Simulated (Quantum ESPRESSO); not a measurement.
```xyz
2
Lattice="0.0000 2.5908 2.5908 2.5908 0.0000 2.5908 2.5908 2.5908 0.0000" Properties=species:S:1:pos:R:3 pbc="T T T"
Be     0.0000     0.0000     0.0000
Se     3.8862     3.8862     3.8862
```

The PBEsol cell relaxed from Materials Project entry mp-1541 was given an isotropic strain of +1 % on all lattice vectors, and the atoms were relaxed again.

Problem. What does PBE (stringent potentials; pw.x of Quantum ESPRESSO, ONCV potentials, no spin-orbit coupling) give for the electronic structure near the Fermi level?

Solution. The PBE gap is indirect, 2.68 eV, from Γ to X; the smallest direct gap is 4.21 eV. Spin-orbit splittings are left out.
